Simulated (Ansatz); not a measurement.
A generated cell, not matched to a known phase here, of Ag2O3: R-3c, hexagonal axes (No. 167), hR10, corundum type; a = b = 5.379 Å, c = 14.637 Å, α = β = 90.00°, γ = 120.00°; Ag 12c (0.000, 0.000, 0.152); O 18e (0.305, 0.305, 0.750). The numbers are results of PBEsol (plane waves to 420 eV, PAW, scalar-relativistic; Ansatz, a program for electronic structure), not measurements. Element references, the lowest calculated here: Ag (Fm-3m), O (C2/m, ferromagnetic, forced by one molecule a cell; α-O2 is antiferromagnetic); gases are represented by their molecular solids.

Total energies (eV/atom, σ → 0; comparable only within this code, potentials and settings):

```tsv
phase	E (eV/atom)
Ag2O3 (R-3c)	-3343.768
Ag (Fm-3m)	-7522.250
O (C2/m)	-558.291
Ag2O (Pn-3m)	-5200.968
```

**Question.** What is the formation energy of this R-3c form of Ag2O3 from the elements?

**Answer.** E_f = -3343.768 − [2 × (-7522.250) + 3 × (-558.291)] / 5 = 0.11 eV/atom (0.5 eV per formula unit).

**Question.** How does this cell stand against the other phases calculated?

**Answer.** It lies 0.13 eV/atom above their hull: Ag2O3 → Ag2O + 2 O (Ag2O Pn-3m, O C2/m) releases that much. A lower structure of this composition may exist.

This is the hull of the energies calculated here, no anion corrections; phases that were not calculated are missing from it. Values are rounded to 0.01 eV/atom. Not shown to be the ambient phase of their composition (a lower form may be missing, and a cell relaxed within its start's symmetry can be a saddle point): Ag2O3 (R-3c). The compounds carry no spin polarisation. The d or f electrons are treated with no Hubbard U.
